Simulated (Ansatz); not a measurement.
Sn4Ir:
```
CELL_PARAMETERS angstrom
      3.17183    -5.78243     0.00000
      3.17183     5.78243     0.00000
      0.00000     0.00000     6.32475
ATOMIC_POSITIONS crystal
  Sn 0.04946 0.30361 0.67505
  Sn 0.95054 0.69639 0.67505
  Sn 0.30361 0.04946 0.32495
  Sn 0.69639 0.95054 0.32495
  Sn 0.45054 0.19639 0.82495
  Sn 0.54946 0.80361 0.82495
  Sn 0.19639 0.45054 0.17505
  Sn 0.80361 0.54946 0.17505
  Ir 0.50000 0.50000 0.50000
  Ir 0.00000 0.00000 0.00000
```

This is the r²SCAN-relaxed structure.

All from the program Ansatz at the r²SCAN level (PAW), unless another level is named. Estimate the formation energy from the elements (no fitted shifts).

-0.15 eV/atom.

Next, the density of states at the Fermi level?

0.38 states/eV per atom (mean over ±0.08 eV).

Space group Ccce. The first step of the workflow began from a Materials Project structure, measured or hypothetical; the Crystallography Open Database copy checked does not list it. COD files the formula under space group No. 142. Its standing as an ambient phase is unchecked. The cell was relaxed with r²SCAN under the symmetry of its start; its stability against distortions is not shown here. No spin polarisation was allowed. The references are the lowest solids computed at this level, not always the standard phases. Spin–orbit coupling is left out wherever it is not named.

Potentials: the later of the program's two PAW sets.
